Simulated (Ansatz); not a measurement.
# Computed properties of K2NaAlH6

K2NaAlH6:
```yaml
crystal:
  lattice:
    - [0.00000, 4.00424, 4.00424]
    - [4.00424, 0.00000, 4.00424]
    - [4.00424, 4.00424, 0.00000]
  atoms:
    - { symbol: K, position: [0.25000, 0.25000, 0.25000] }
    - { symbol: K, position: [0.75000, 0.75000, 0.75000] }
    - { symbol: Na, position: [0.50000, 0.50000, 0.50000] }
    - { symbol: Al, position: [0.00000, 0.00000, 0.00000] }
    - { symbol: H, position: [0.22099, 0.77901, 0.22099] }
    - { symbol: H, position: [0.77901, 0.22099, 0.77901] }
    - { symbol: H, position: [0.22099, 0.77901, 0.77901] }
    - { symbol: H, position: [0.77901, 0.22099, 0.22099] }
    - { symbol: H, position: [0.22099, 0.22099, 0.77901] }
    - { symbol: H, position: [0.77901, 0.77901, 0.22099] }
```

Space group Fm-3m (No. 225); conventional cell a = b = c = 8.0085 Å, α = β = γ = 90.00°.

Method: DFT-PBEsol in the program Ansatz with PAW potentials. The cell and atoms are relaxed at this level. Other levels are named where they apply.

**Cell and energy**

- Volume per atom: 12.84 Å³
- Density: 1.74 g/cm³
- Formation energy from the elements (no fitted shifts): -0.27 eV/atom

**Electronic structure**

* **Band gap**: 2.26 eV (indirect)
* **Valence-band maximum**: at X
* **Conduction-band minimum**: at Γ
* **Smallest direct gap on the standard path**: 2.73 eV
* **Electron effective mass**: 0.39 mₑ (isotropic)
* **Hole effective mass**: 0.71, 0.71, 1.7 mₑ (principal values)
* **HSE06 gap on the PBEsol cell**: 3.54 eV

**Mechanics**

- Bulk modulus (Birch–Murnaghan fit): 287 kbar
- Pressure derivative B′: 4.2
- Elastic constants (relaxed ions, GPa): C11 = 57.8, C12 = 14.3, C44 = 24.8
- Mechanical stability: stable (all eigenvalues of C positive)
- Hill bulk and shear moduli: 28.8 and 23.6 GPa
- Young's modulus: 55.5 GPa
- Poisson's ratio: 0.18
- Debye temperature from the elastic constants: 516 K

**Dielectric response**

- Electronic dielectric constant ε∞ (DFPT) = 3.36
- Born charges (a third of the trace) = K +1.05, Na +1.06, Al +1.99, H -0.86 e

**Charges**

Bader charges: K +0.77, Na +0.79, Al +2.24, H -0.76 e

The workflow started from a Materials Project entry (that database holds measured and hypothetical structures alike); the Crystallography Open Database copy checked does not list it. Whether it is the stable phase at ambient conditions was not checked. Symmetry was held in the PBEsol relaxation; whether a distortion lowers the energy is not shown. The references are the lowest solids computed at this level, not always the standard phases (solids in place of the gases).

Potentials: the later of the program's two PAW sets.
